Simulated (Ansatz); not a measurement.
Mg₂NCl (R-3m) from a database of computed structures (r2SCAN geometry), in Ansatz:

```
Mg N Cl
1.0
     1.64661    0.95067    5.93796
    -1.64661    0.95067    5.93796
     0.00000   -1.90134    5.93796
Mg N Cl
2 1 1
Direct
  0.22291 0.22291 0.22291
  0.77709 0.77709 0.77709
  0.50000 0.50000 0.50000
  0.00000 0.00000 0.00000
```

G0W0@PBE with 209 empty bands, a screening cutoff of 140 eV and a 4×4×4 mesh (PAW, contour deformation) gives 3.790 eV over the mesh points, from a PBE gap of 2.425 eV; it sums over 225 bands with 215 plane waves in the screening and a wave cutoff of 420 eV. G0W0 here is at a finite number of bands, screening cutoff and k mesh, not at the basis limit. Spin-unpolarised throughout; all numbers are computed.

Task: Estimate the gap with mesh 6×6×6, empty bands 90, screening cutoff 80 eV.

Result: 3.626 eV (-0.164 eV), from a Kohn-Sham gap of 2.436 eV.

Task: Another run gave a Kohn-Sham gap of 2.425 eV and a G0W0 gap of 3.614 eV, summing over 106 bands with 99 plane waves in the screening and a wave cutoff of 420 eV. What was changed?

Result: Empty bands 90, screening cutoff 80 eV. The counts of bands and plane waves show it.
